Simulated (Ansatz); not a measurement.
Structure types of BiSb were relaxed at one common pressure (all-electron LAPW in Ansatz 0.2.0 under PBEsol, scalar-relativistic, no spin polarisation, zero temperature). They take these volumes:

```json
{"type": "rocksalt", "space group": "Fm-3m", "V (Å³/atom)": "20.97"}
{"type": "CsCl", "space group": "Pm-3m", "V (Å³/atom)": "19.28"}
{"type": "zincblende", "space group": "F-43m", "V (Å³/atom)": "25.35"}
{"type": "distorted anti NiAs", "space group": "P6_3/mmc", "V (Å³/atom)": "19.34"}
{"type": "distorted NiAs", "space group": "P6_3/mmc", "V (Å³/atom)": "19.35"}
```

**Question.** At about which pressure, and is the densest type also the lowest in enthalpy?

**Answer.** 57 GPa. The densest is CsCl, and it is also the lowest in enthalpy among these.
